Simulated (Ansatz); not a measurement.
Data:

SiTe:
```yaml
crystal:
  lattice:
    - [5.07974, 0.00000, 0.00000]
    - [0.00000, 5.07974, 0.00000]
    - [0.00000, 0.00000, 4.21953]
  atoms:
    - { symbol: Si, position: [0.00000, 0.50000, 0.27088] }
    - { symbol: Si, position: [0.50000, 0.00000, 0.72912] }
    - { symbol: Te, position: [0.50000, 0.50000, 0.00000] }
    - { symbol: Te, position: [0.00000, 0.00000, 0.00000] }
```

This is the r²SCAN+D4-relaxed structure.

All from plane-wave PAW r²SCAN+D4 (Ansatz code), unless another level is named. Estimate the electronic character.

metallic (no gap).

Predict the formation energy from the elements (no fitted shifts).

0.54 eV/atom.

What about the gap with spin–orbit coupling?

none (metallic).

Space group P4/nmm. The start of the workflow was typed in or built on a structure type; neither database checked (COD, Materials Project) lists it. Its standing as an ambient phase is unchecked. Symmetry was held in the r²SCAN+D4 relaxation; whether a distortion lowers the energy is not shown. Its formation energy is positive at this level, so the cell may be metastable or incomplete. The references are the lowest solids computed at this level, not always the standard phases. Scalar-relativistic: spin–orbit coupling is off unless named, which matters more the heavier the elements.

Potentials: the later of the program's two PAW sets.
